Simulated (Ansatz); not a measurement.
ZnGaNO:
```xyz
16
Lattice="5.6010 0.0000 0.0000 0.0000 6.4318 0.0000 0.0000 0.0000 5.1870" Properties=species:S:1:pos:R:3 pbc="T T T"
Zn     0.4289     3.9554     0.0485
Zn     5.1721     2.4763     2.6420
Zn     3.2294     5.6922     0.0485
Zn     2.3716     0.7396     2.6420
Ga     0.4567     0.8632     5.1607
Ga     5.1443     5.5685     2.5672
Ga     3.2572     2.3526     5.1607
Ga     2.3438     4.0791     2.5672
O      0.3941     0.7323     1.9046
O      5.2069     5.6995     4.4981
O      3.1946     2.4836     1.9046
O      2.4064     3.9481     4.4981
N      0.5497     4.0713     2.0153
N      5.0513     2.3605     4.6088
N      3.3502     5.5763     2.0153
N      2.2508     0.8554     4.6088
```

Relaxed with r²SCAN.

Task: Give the Bader charges and basin volumes of the independent atoms, DFT-r²SCAN in the program Ansatz with PAW potentials.

Result: 

```
atom  Bader charge (e)  Bader volume (Å³)
----  ----------------  -----------------
Zn1              +1.18               10.8
Ga5              +1.76                9.1
O9               -1.33               12.9
N13              -1.61               13.9
```

Space group Pna2_1. The start of the workflow was typed in or built on a structure type; neither database checked (COD, Materials Project) lists it. Whether it is the stable phase at ambient conditions was not checked. Symmetry was held in the r²SCAN relaxation; whether a distortion lowers the energy is not shown.

Potentials: the earlier of the program's two PAW sets. The files were generated under PBE; for other functionals the program regenerates the frozen cores, and for LDA and PBEsol the local potential too.
